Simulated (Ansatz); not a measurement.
# What DFT gives for V$_{3}$Si$_{4}$

```xyz
7
Lattice="0.0000 3.0963 0.0000 5.9430 -1.5481 0.0000 2.3968 0.0000 -4.9891" Properties=species:S:1:pos:R:3 pbc="T T T"
V     3.6264    1.5481   -1.5117
V     4.7134    0.0000   -3.4774
V     0.0000    0.0000    0.0000
Si    2.6542    0.0000   -2.7290
Si    5.6856    1.5481   -2.2601
Si    1.7312    1.5481   -0.1397
Si    6.6087    0.0000   -4.8494
```

Method: PBE, no spin polarisation; PAW, plane waves to 420 eV, 7×7×4 Γ-centred mesh, gaussian occupations (width 0.0128 eV) (Ansatz 0.2.0), atoms fixed.

(1) Give the Bader charges.

(2) Where is the largest force?

(3) What does the stress say?

(4) What is the formation energy?

(5) What happens at the Fermi level?

Origin: a known structure type with other elements, at an estimated volume, so it need not be a known compound. Caveats: no spin polarisation, so a magnetic state may lie lower; the k mesh is coarse if the cell is a metal; atoms or cell far from equilibrium.

## Answers

(1) Bader charges in e: V +0.36 to +0.56, Si -0.35 to -0.28. In the mean V gives up most and Si takes most.

(2) The largest is on Si4 (and as large on other atoms): 4.99 eV/Å, components (-4.99, 0.00, -0.03). It makes 160° with the line to a nearest neighbour, V2 at 2.19 Å, pointing away from it.

(3) The pressure is 43.4 GPa (compression positive), so with the atoms held at these fractions the cell would first expand; the forces are large, so a full relaxation may end otherwise. The principal stresses 36.0, 39.3, 54.9 GPa differ, so its shape would change too.

(4) 0.72 eV an atom against the elements' usual phases (free molecules for gases, crystals otherwise, with no correction for O₂ or N₂), so at this geometry it isn't bound against them. Relaxing would lower it.

(5) It is a metal, with about 6.5 states/eV a cell as the mean within 0.25 eV of the Fermi level, mostly V d (66 %) and Si p (26 %).
